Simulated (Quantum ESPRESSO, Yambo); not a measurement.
**Sr$_{2}$H$_{3}$I: DFT and GW levels**

```
CELL_PARAMETERS angstrom
      4.24273     0.00000     0.00000
     -2.12137     3.67431     0.00000
      0.00000     0.00000     7.68275
ATOMIC_POSITIONS crystal
  H  0.00000 0.00000 0.50000
  H  0.66667 0.33333 0.35725
  H  0.33333 0.66667 0.64275
  Sr 0.66667 0.33333 0.67866
  Sr 0.33333 0.66667 0.32134
  I  0.00000 0.00000 0.00000
```

The geometry is that of Materials Project entry mp-1019269, symmetrised and not relaxed again.

Starting point: PBEsol (Quantum ESPRESSO, PseudoDojo norm-conserving, 72 Ry, without SOC). G0W0 in Yambo: 3×3×2 Γ-centred k mesh, 214 bands and a 8 Ry block in the screening, 214 bands in G with the Bruneval-Gonze terminator, plasmon pole fitted at 27.2 eV.

- PBEsol gap along the band path = 1.89 eV
- PBEsol gap between the mesh's edge points (A → K) = 1.99 eV
- G0W0 gap between the same points = 3.72 eV
- PBEsol smallest direct gap on the mesh (at A) = 2.45 eV
- G0W0 direct gap at that point = 4.07 eV
- estimate of the fundamental G0W0 gap (path gap plus the correction; the mesh misses a band edge) = 3.61 eV

```json
[
 {"k point": "A", "band": "VB", "E PBEsol (eV)": "0.00", "E QP (eV)": "-1.13", "shift (eV)": "-1.13", "Z": "0.79"},
 {"k point": "A", "band": "CB", "E PBEsol (eV)": "2.45", "E QP (eV)": "2.93", "shift (eV)": "0.49", "Z": "0.83"},
 {"k point": "K", "band": "VB", "E PBEsol (eV)": "-2.63", "E QP (eV)": "-3.87", "shift (eV)": "-1.25", "Z": "0.79"},
 {"k point": "K", "band": "CB", "E PBEsol (eV)": "1.99", "E QP (eV)": "2.58", "shift (eV)": "0.59", "Z": "0.83"}
]
```

Energies count from the PBEsol valence-band maximum.

Nearest settings tried, and what they do to the gap: 163 bands in W, 163 bands in G: -12 meV; 6 Ry block (221 vectors against 337): -64 meV. Not varied: mesh. So the settings aren't converged at that level.

Without spin-orbit coupling, band edges of such heavy elements can be off by tenths of an eV.

The structure is a Materials Project entry; no match was found in the copy of COD used, and its stability was not checked.
